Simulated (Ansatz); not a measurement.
CoSi2:
```xyz
3
Lattice="0.0000 2.6802 2.6802 2.6802 0.0000 2.6802 2.6802 2.6802 0.0000" Properties=species:S:1:pos:R:3 pbc="T T T"
Co     0.0000     0.0000     0.0000
Si     4.0202     4.0202     4.0202
Si     1.3401     1.3401     1.3401
```

Relaxed with PBE. Special points in fractions of this cell's reciprocal vectors: Γ (0.000, 0.000, 0.000); X (0.500, 0.000, 0.500); U (0.625, 0.250, 0.625); K (0.375, 0.375, 0.750); L (0.500, 0.500, 0.500); W (0.500, 0.250, 0.750).

Question: List the band energies nearest the Fermi level at these points for PBE in the plane-wave PAW code Ansatz.

Answer: In eV from the Fermi level; about four levels below and three above (degenerate sets whole), none deeper than 8.9 eV; points with the same levels are listed once.

| k | below | above |
|---|---|---|
| Γ | -4.06 -4.06 -4.06 -1.88 -1.88 | 0.74 3.44 3.44 3.44 |
| X | -1.93 -1.93 -1.90 -1.30 | 1.61 2.95 8.55 |
| U | -2.20 -1.74 -1.20 -0.95 | 1.99 4.97 5.84 |
| L | -1.60 -1.60 -0.47 -0.47 | 2.69 3.44 3.44 |
| W | -2.28 -2.28 -1.93 -1.43 -0.66 | 3.64 3.64 5.84 |

Space group Fm-3m (fluorite or antifluorite type). Symmetry was held in the PBE relaxation. No spin polarisation was allowed.

Potentials: the earlier of the program's two PAW sets.
